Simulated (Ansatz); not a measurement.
Zr (hcp, Mg type), conventional cell a = 3.246 Å, b = 3.246 Å, c = 5.151 Å, α = 90.00°, β = 90.00°, γ = 120.00°. The calculation uses the primitive cell of 2 atoms, to which meshes and values per cell refer.

Two coordinates are scanned: the volume, and the ratio of the stretch along z (the conventional c axis) to the stretch across it. Atoms keep their fractional coordinates.

These are r2SCAN (plane waves to 500 eV, PAW, scalar-relativistic; Ansatz, an electronic-structure program) values and carry that method's errors. k mesh 16×16×9 (Γ-centred), Fermi-Dirac smearing 0.05 eV. E stands for the smeared free energy. With partly filled bands, the response to shear is sensitive to the k mesh, so small differences along c/a are uncertain. The PAW data are Ansatz's earlier set. Zr is run without spin polarisation. Zr was relaxed with its symmetry unable to fall. ΔE is measured from the relaxed starting cell.

Q: Predict the ΔE (meV/atom) at all points of the grid V/V₀ = 0.920, 0.947, 0.973, 1.000, 1.027, 1.053, 1.080 by (c/a)/(c/a)₀ = 0.960, 0.973, 0.987, 1.000, 1.013, 1.027, 1.040.

A: ΔE (meV/atom), with V/V₀ across and (c/a)/(c/a)₀ down:

```csv
(c/a)/(c/a)₀ \ V/V₀,0.920,0.947,0.973,1.000,1.027,1.053,1.080
0.960,62,32,15,9,13,26,47
0.973,56,26,9,4,8,22,43
0.987,52,23,6,1,6,19,41
1.000,50,22,5,0,5,19,40
1.013,51,22,6,1,6,20,41
1.027,52,24,8,3,8,22,44
1.040,56,28,12,8,13,26,48
```

(Under strain, the slope of the energy per volume gives the stress and its curvature an elastic modulus.)
